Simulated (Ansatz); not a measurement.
Al5InAs6 (P31m)

Method: DFT PBE, scalar-relativistic, plane waves, PAW in Ansatz 0.2.0.

Plane waves to 420 eV, a k mesh through Γ of 6×6×4 on the computed 12-atom cell and Gaussian smearing (0.02 eV); no spin polarisation.

The structure is relaxed at this level of theory with its symmetry kept, and needn't be the ground state of this composition.

```yaml
crystal:
  lattice:
    - [7.08651, 0.00000, 0.00000]
    - [-3.54326, 6.13710, 0.00000]
    - [0.00000, 0.00000, 6.72473]
  atoms:
    - { symbol: Al, position: [0.33832, 0.33833, 0.00030] }
    - { symbol: Al, position: [0.00000, 0.66168, 0.00030] }
    - { symbol: Al, position: [0.66168, 0.00000, 0.00030] }
    - { symbol: Al, position: [0.66667, 0.33333, 0.50089] }
    - { symbol: Al, position: [0.33333, 0.66667, 0.50089] }
    - { symbol: In, position: [0.00000, 0.00000, 0.50182] }
    - { symbol: As, position: [0.35279, 0.35279, 0.36976] }
    - { symbol: As, position: [0.00000, 0.64721, 0.36976] }
    - { symbol: As, position: [0.64721, 0.00000, 0.36976] }
    - { symbol: As, position: [0.66667, 0.33333, 0.87184] }
    - { symbol: As, position: [0.33333, 0.66667, 0.87184] }
    - { symbol: As, position: [0.00000, 0.00000, 0.89855] }
```

(1) Formation energy from the elements' standard states (uncorrected)?

(2) Kohn–Sham band gap?

(3) Orbital (Löwdin) character of the top 1 eV of the valence band?

(4) Orbital (Löwdin) character of the lowest 1 eV of the conduction band?

Results:

(1) -0.438 eV/atom.

(2) 1.35 eV.

(3) As 4p 79 %, Al 3p 13 %.

(4) Al 3p 31 %, Al 3s 16 %, As 4p 16 %, As 4s 14 %, In 5s 10 %, unprojected 8 %.

The cell was found from a structure generator's guess, not taken from experiment. Kohn–Sham gaps at this level usually fall short of measured ones. Löwdin shares on free-atom orbitals overweight diffuse shells in the empty bands.
